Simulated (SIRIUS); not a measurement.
A self-consistent single point of Ge2Mo (I4/mmm, 6 atoms in the cell; from Materials Project mp-10201, changed as shown) with SIRIUS.

Computed with LDA (PW92), GBRV LDA ultrasoft pseudopotentials (plane waves; SIRIUS 7.12.0).

The change in words: lattice scaled by 1.02. Reference geometry (I4/mmm):
```
Ge2Mo
1.0
    3.32019     0.00000     0.00000
    0.00000     3.32019     0.00000
    0.00000     0.00000     8.18638
Ge Mo
4 2
Direct
  0.50000   0.50000   0.16167
  0.00000   0.00000   0.33833
  0.00000   0.00000   0.66167
  0.50000   0.50000   0.83833
  0.00000   0.00000   0.00000
  0.50000   0.50000   0.50000
```

Reference input (self-consistent single point, DFT, LDA (PW92), plane waves, GBRV LDA ultrasoft pseudopotentials): parameters.ngridk = 12 12 4; parameters.xc_functionals = [XC_LDA_X, XC_LDA_C_PW]; parameters.gk_cutoff = 6.325 1/bohr; parameters.pw_cutoff = 14.143 1/bohr; parameters.smearing = fermi_dirac; parameters.smearing_width = 0.00367493 Ha; potentials = GBRV LDA ultrasoft pseudopotentials; parameters.electronic_structure_method = pseudopotential; parameters.num_bands = 50; parameters.num_mag_dims = 0; parameters.num_dft_iter = 100; parameters.energy_tol = 1e-07 Ha. This run's input differs from it in these lines:

```diff
@@ -32,7 +32,7 @@
     "lattice_vectors": [
-      [0.9999999652, 0.0, 0.0],
-      [0.0, 0.9999999652, 0.0],
-      [0.0, 0.0, 2.465635917]
+      [1.0000000243, 0.0, 0.0],
+      [0.0, 1.0000000243, 0.0],
+      [0.0, 0.0, 2.4656360351]
     ],
-    "lattice_vectors_scale": 6.27425,
+    "lattice_vectors_scale": 6.399735,
     "atom_coordinate_units": "au",
@@ -45,6 +45,6 @@
       "Ge": [
-        [3.1371248909, 3.1371248909, 2.5010375113],
-        [0.0, 0.0, 5.2339705647],
-        [0.0, 0.0, 10.2360455874],
-        [3.1371248909, 3.1371248909, 12.9689786408]
+        [3.1998675777, 3.1998675777, 2.5510583837],
+        [0.0, 0.0, 5.3386502318],
+        [0.0, 0.0, 10.4407669993],
+        [3.1998675777, 3.1998675777, 13.2283588473]
       ],
@@ -52,3 +52,3 @@
         [0.0, 0.0, 0.0],
-        [3.1371248909, 3.1371248909, 7.7350080761]
+        [3.1998675777, 3.1998675777, 7.8897086155]
       ]
```

The program printed (abridged):

```
[find] density tolerance         : 1e-06
[find] total energy tolerance    : 1e-07
[find] iter_solver_tol (initial) : 0.01
[find] iter_solver_tol (target)  : 1e-13
[find] num_dft_iter              : 100
Charges and magnetic moments
--------------------------------------------------------------------------------
total charge          : 84.000000
[find] | SCF iteration   0 out of 100|
[diagonalize] iterative solver tolerance (occupied, empty): 0.01 0.01
[diagonalize] average number of iterations: 2
[find] Charges and magnetic moments
[find] total charge          : 84.000000
[find] Energy
[find] smearing (-TS)                 :      -0.00157864
   [... lines left out ...]

[find] Charges and magnetic moments
[find] total charge          : 84.000000
[find] Energy
[find] smearing (-TS)                 :      -0.00208849
[find] Total energy                   :    -565.73900402 (Ha),   -1131.47800803 (Ry)
[find] Free energy (E-TS)             :    -565.74109251 (Ha),   -1131.48218502 (Ry)
[find] band gap (eV)                  :       0.00000000
[find] Efermi                         :       0.56848083
[find] iteration : 16, RMS (target) : 4.5185e-07 (1.0000e-06) , energy difference (target) : 1.5390e-09 (1.0000e-07)
[find] bands are converged : false
[find] iterative solver converged : true
[find] converged after 17 SCF iterations!
[find] Charges and magnetic moments
[find] total charge          : 84.000000
[find] Energy
[find] smearing (-TS)                 :      -0.00208849
[find] Total energy                   :    -565.73900402 (Ha),   -1131.47800803 (Ry)
[find] Free energy (E-TS)             :    -565.74109251 (Ha),   -1131.48218502 (Ry)
[find] band gap (eV)                  :       0.00000000
[find] Efermi                         :       0.56848083
[ground_state] === stress tensor components [kbar] ===
[ground_state] === stress_total ===
[ground_state]   147.575524   -0.000000    0.000000
[ground_state]    -0.000000  147.575524   -0.000000
[ground_state]     0.000000   -0.000000  133.894080
[ground_state] ==== total Forces in Ha/bohr =====
[ground_state] atom:    0, force:       0.0000000      0.0000000     -0.0031620
[ground_state] atom:    1, force:       0.0000000      0.0000000      0.0031620
[ground_state] atom:    2, force:      -0.0000000     -0.0000000     -0.0031620
[ground_state] atom:    3, force:       0.0000000     -0.0000000      0.0031620
[ground_state] atom:    4, force:       0.0000000      0.0000000      0.0000000
[ground_state] atom:    5, force:       0.0000000      0.0000000      0.0000000
```

The run converged in 17 iterations. SIRIUS prints the stress tensor with tension positive. Against the reference run the free energy rises by 59.2 meV/atom, the pressure goes from -5.94 to -14.30 GPa and the largest force goes from 0.001 to 0.163 eV/Å.

The structure comes from a collection of computed structures, made at another level of theory; the collection holds predicted forms beside known ones.

Cost on one core: roughly 3 core-minutes.

The gap that the log prints is read on the run's mesh, which can miss the band edges or a crossing.
